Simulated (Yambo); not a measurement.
Yambo run on Na3MoO3F3 (space group R3, No. 146). The wavefunctions come from this Quantum ESPRESSO step (PBEsol, PseudoDojo standard norm-conserving files, scalar-relativistic):

```
&CONTROL
  calculation = 'nscf'
  pseudo_dir = './pseudo'
  outdir = './out'
/
&SYSTEM
  ibrav = 0
  nat = 10
  ntyp = 4
  ecutwfc = 88.0
  ecutrho = 352.0
  occupations = 'fixed'
  force_symmorphic = .true.
  nbnd = 205
  nosym = .true.
/
&ELECTRONS
  conv_thr = 1e-08
  diago_full_acc = .true.
  diago_thr_init = 1e-08
/
ATOMIC_SPECIES
O 15.9990 O.upf
F 18.9984 F.upf
Na 22.9898 Na.upf
Mo 95.9500 Mo.upf
CELL_PARAMETERS angstrom
  2.783469900000   1.607037096000   4.835397000000
 -2.783469900000   1.607037096000   4.835397000000
  0.000000000000  -3.214074192000   4.835397000000
ATOMIC_POSITIONS crystal
O   0.688680000000   0.906020000000   0.254660000000
O   0.254660000000   0.688680000000   0.906020000000
O   0.906020000000   0.254660000000   0.688680000000
F   0.359790000000   0.128800000000   0.824070000000
F   0.824070000000   0.359790000000   0.128800000000
F   0.128800000000   0.824070000000   0.359790000000
Na   0.226020000000   0.226020000000   0.226020000000
Na   0.509923000000   0.509923000000   0.509923000000
Na   0.727627000000   0.727627000000   0.727627000000
Mo   0.000220000000   0.000220000000   0.000220000000
K_POINTS automatic
2 2 2 0 0 0
```

Yambo input:

```
rim_cut
gw0
dyson
el_el_corr
HF_and_locXC
ppa
em1d
RandQpts= 1000000
RandGvec= 1 Ry
EXXRLvcs= 88 Ry
VXCRLvcs= 352 Ry
Chimod= "HARTREE"
% BndsRnXp
 5 | 203 |
%
NGsBlkXp= 7 Ry
% LongDrXp
 1.0 | 1.0 | 1.0 |
%
PPAPntXp= 27.2114 eV
% GbndRnge
 1 | 203 |
%
GTermKind= "BG"
DysSolver= "n"
ExtendOut
% QPkrange
 5 | 5 | 40 | 40 |
 8 | 8 | 40 | 41 |
%
```

k points by index: 5 = L, 8 = Z.

Resulting energies as the program prints them:

```
#    K-point    Band    Eo [eV]    E [eV]    E-Eo [eV]    Vxc [eV]    Vnlxc [eV]    Sc|Eo [eV]    Sc|E [eV]    dSc/dw|Eo [eV]    Re(Z)    Im(Z)
#
    5    40    0.000000    -1.217437    -1.217437    -19.39828    -24.70732    3.770061    4.091601    -7.186083    0.791085    -0.001346
    8    40    -0.163698    -1.400721    -1.237023    -19.28752    -24.53734    3.688176    4.012803    -7.140237    0.792140    -0.001346
    8    41    4.085464    6.010263    1.924799    -18.06773    -12.52932    -3.223206    -3.613607    -5.518984    0.831379    -0.969646E-3
```
(The two width columns are left out.) Convergence of these settings isn't established.

Spin-orbit coupling is not included.

Geometry of the Materials Project entry, not relaxed at this level.
